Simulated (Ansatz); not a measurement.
SiC4:
```yaml
crystal:
  lattice:
    - [5.63423, 0.00000, 0.00000]
    - [0.00000, 5.63423, 0.00000]
    - [0.00000, 0.00000, 5.63423]
  atoms:
    - { symbol: Si, position: [0.00000, 0.00000, 0.00000] }
    - { symbol: Si, position: [0.50000, 0.50000, 0.50000] }
    - { symbol: C, position: [0.18727, 0.18727, 0.18727] }
    - { symbol: C, position: [0.31273, 0.31273, 0.31273] }
    - { symbol: C, position: [0.18727, 0.81273, 0.81273] }
    - { symbol: C, position: [0.31273, 0.68727, 0.68727] }
    - { symbol: C, position: [0.81273, 0.18727, 0.81273] }
    - { symbol: C, position: [0.68727, 0.31273, 0.68727] }
    - { symbol: C, position: [0.81273, 0.81273, 0.18727] }
    - { symbol: C, position: [0.68727, 0.68727, 0.31273] }
```

Relaxed with PBE. Special points in fractions of this cell's reciprocal vectors: Γ (0.000, 0.000, 0.000); X (0.000, 0.500, 0.000); M (0.500, 0.500, 0.000); R (0.500, 0.500, 0.500).

Q: List the band energies nearest the valence-band maximum at these points for DFT-PBE in the program Ansatz with PAW potentials.

A: In eV from the valence-band maximum; about four levels below and three above (degenerate sets whole), none deeper than 8.9 eV; points with the same levels are listed once.

```json
[
 {"k": "Γ", "below": "-0.66 -0.66 -0.66 -0.27 -0.27 -0.27", "above": "3.57 3.57 3.57"},
 {"k": "X", "below": "-0.50 -0.50 -0.40 -0.40", "above": "4.09 4.09 4.19 4.19"},
 {"k": "M", "below": "-0.44 -0.44 -0.43 -0.43", "above": "4.14 4.14 4.67 4.67"},
 {"k": "R", "below": "-0.75 -0.75 0.00 0.00 0.00", "above": "4.27 4.27 4.27"}
]
```

Space group Pn-3m. The start of the workflow was typed in or built on a structure type; neither database checked (COD, Materials Project) lists it. Its standing as an ambient phase is unchecked. The cell was relaxed with PBE under the symmetry of its start; its stability against distortions is not shown here. Its formation energy is positive at this level, so the cell may be metastable or incomplete.

Potentials: the earlier of the program's two PAW sets.
